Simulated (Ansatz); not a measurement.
KCl:
```xyz
2
Lattice="0.0000 3.1908 3.1908 3.1908 0.0000 3.1908 3.1908 3.1908 0.0000" Properties=species:S:1:pos:R:3 pbc="T T T"
K      0.0000     0.0000     0.0000
Cl     3.1908     3.1908     3.1908
```

Relaxed with PBE. Special points in fractions of this cell's reciprocal vectors: Γ (0.000, 0.000, 0.000); X (0.500, 0.000, 0.500); U (0.625, 0.250, 0.625); K (0.375, 0.375, 0.750); L (0.500, 0.500, 0.500); W (0.500, 0.250, 0.750).

List the band energies nearest the valence-band maximum at these points for PBE (plane waves, PAW; program Ansatz).

In eV from the valence-band maximum; about four levels below and three above (degenerate sets whole), none deeper than 8.9 eV; points with the same levels are listed once.

| k | below | above |
|---|---|---|
| Γ | 0.00 0.00 0.00 | 5.05 8.34 8.34 8.34 |
| X | -0.63 -0.21 -0.21 | 6.56 8.15 9.82 |
| U | -0.54 -0.51 -0.27 | 7.25 8.92 9.07 |
| L | -0.98 -0.29 -0.29 | 7.46 8.43 10.36 10.36 |
| W | -0.45 -0.45 -0.45 | 7.96 7.96 9.25 |

Space group Fm-3m (rock salt). The PBE relaxation kept the symmetry of its start.

Potentials: the later of the program's two PAW sets.
